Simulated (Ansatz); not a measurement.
TiAl3 (Cu3Au type, space group No. 221) under volume change, the program Ansatz at the LDA level (PAW), scaled uniformly.

| V (Å³/atom) | E − E(relaxed) (meV/atom) | P (GPa) |
|---|---|---|
| 13.612 | 52.0 | 13.40 |
| 14.061 | … | … |
| 14.510 | … | … |
| 14.958 | 0.0 | 0.01 |
| 15.407 | 4.7 | -3.26 |
| 15.856 | 17.8 | -6.07 |
| 16.305 | 38.3 | -8.48 |

Problem. Fill in the missing entries.

Solution. 
- 14.061, E − E(relaxed) (meV/atom): 21.9
- 14.061, P (GPa): 8.24
- 14.510, E − E(relaxed) (meV/atom): 5.2
- 14.510, P (GPa): 3.81

Problem. What does a third-order Birch–Murnaghan fit give for V₀, B₀ and B′?

Solution. V₀ = 14.96 Å³/atom, B₀ = 117 GPa, B′ = 4.1.

Space group Pm-3m (Cu3Au type). The workflow started from a Materials Project entry (that database holds measured and hypothetical structures alike); the Crystallography Open Database copy checked does not list it. Its standing as an ambient phase is unchecked. Symmetry was held in the LDA relaxation; whether a distortion lowers the energy is not shown. No spin polarisation was allowed.

Potentials: the later of the program's two PAW sets.
